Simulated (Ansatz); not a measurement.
Start of a relaxation of S3O:

```cif
data_structure
_symmetry_space_group_name_H-M 'Fm-3m'
_symmetry_Int_Tables_number 225
_cell_length_a 7.3907
_cell_length_b 7.3907
_cell_length_c 7.3907
_cell_angle_alpha 90.000
_cell_angle_beta 90.000
_cell_angle_gamma 90.000
_cell_volume 403.70
loop_
_atom_site_label
_atom_site_type_symbol
_atom_site_symmetry_multiplicity
_atom_site_Wyckoff_symbol
_atom_site_fract_x
_atom_site_fract_y
_atom_site_fract_z
_atom_site_occupancy
S1 S 24 e 0.40133 0.00000 0.00000 1
O1 O 4 b 0.50000 0.00000 0.00000 1
O2 O 4 a 0.00000 0.00000 0.00000 1
```

These are results of DFT PBE+D3(BJ), scalar-relativistic, plane waves, PAW (Ansatz 0.2.0), not measurements. Cutoff 420 eV, Gaussian smearing, Γ-centred meshes. Cell and atoms relax first on a coarse mesh and then on a finer one. In between, the cell is made exact in the group found at 0.06 Å. In metals the finer mesh still leaves noise of several meV/atom or more. The steps can't lower the symmetry of their start. No spin polarisation in the relaxation; trial moments died out in a coarse test.

A guess keeps its type if space group and coordination stay and the shape of the cell changes little (axis ratios within about 15 %, angles within 6°); the volume may change.

Task: Will the relaxed cell still be of the starting type?

Result: It doesn't keep its type. The symmetry goes from Fm-3m (No. 225) to Pm-3m (No. 221), and the primitive cell from 8 to 4 atoms. The end has the anti-ReO3 type. The volume per atom grows by 43.9 %, from 12.6 to 18.2 Å³. The shortest distance goes from 0.73 Å (S–O) to 2.09 Å (S–O). Counting neighbours within 15 % of an atom's shortest distance, the start has O 6, S 1 and the end O 6, S 2. In detail, at the end S is surrounded by 2 O at 2.09 Å; O is surrounded by 6 S at 2.09 Å.

```
CELL_PARAMETERS angstrom
4.17183 0.00000 0.00000
0.00000 4.17183 0.00000
0.00000 0.00000 4.17183
ATOMIC_POSITIONS crystal
S 0.50000 0.00000 0.00000
S 0.00000 0.50000 0.00000
S 0.00000 0.00000 0.50000
O 0.00000 0.00000 0.00000
```

The last run used a 12×12×12 mesh for its 4-atom cell and Gaussian smearing of 0.10 eV. Symmetry constrained the relaxation, so the result can be a saddle point. Another cell of S3O relaxed alike, in R-3m, lies 0.77 eV/atom lower, so this cell isn't the stable form at this level.
